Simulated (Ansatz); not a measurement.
NaPt3O4:
```xyz
16
Lattice="5.7013 0.0000 0.0000 0.0000 5.7013 0.0000 0.0000 0.0000 5.7013" Properties=species:S:1:pos:R:3 pbc="T T T"
Na     2.8507     2.8507     2.8507
Na     0.0000     0.0000     0.0000
Pt     4.2760     0.0000     2.8507
Pt     1.4253     0.0000     2.8507
Pt     2.8507     1.4253     0.0000
Pt     2.8507     4.2760     0.0000
Pt     0.0000     2.8507     1.4253
Pt     0.0000     2.8507     4.2760
O      4.2760     1.4253     1.4253
O      1.4253     4.2760     4.2760
O      1.4253     1.4253     4.2760
O      4.2760     4.2760     1.4253
O      1.4253     4.2760     1.4253
O      4.2760     1.4253     4.2760
O      4.2760     4.2760     4.2760
O      1.4253     1.4253     1.4253
```

Relaxed with r²SCAN. Special points in fractions of this cell's reciprocal vectors: Γ (0.000, 0.000, 0.000); X (0.000, 0.500, 0.000); M (0.500, 0.500, 0.000); R (0.500, 0.500, 0.500).

### Question
List the band energies nearest the Fermi level at these points for DFT-r²SCAN in the program Ansatz with PAW potentials.

### Answer
In eV from the Fermi level; about four levels below and three above (degenerate sets whole), none deeper than 8.9 eV; points with the same levels are listed once.

```
k                                            below                          above
-  -----------------------------------------------  -----------------------------
Γ                          -0.99 -0.99 -0.99 -0.43            0.01 0.73 0.73 0.73
X                          -1.12 -1.12 -0.91 -0.91            0.55 0.55 1.48 1.48
M                    -0.85 -0.85 -0.70 -0.66 -0.04                 0.96 1.58 2.55
R  -1.37 -1.37 -1.37 -1.37 -1.37 -1.37 -1.36 -1.36  2.01 2.01 2.01 2.01 2.01 2.01
```

Space group Pm-3n. The workflow started from a Materials Project entry (that database holds measured and hypothetical structures alike); the Crystallography Open Database files this formula in space group No. 223, but the cells were not matched. Whether it is the stable phase at ambient conditions was not checked. Symmetry was held in the r²SCAN relaxation; whether a distortion lowers the energy is not shown. No spin polarisation was allowed. Spin–orbit coupling is left out wherever it is not named.

Potentials: the earlier of the program's two PAW sets.
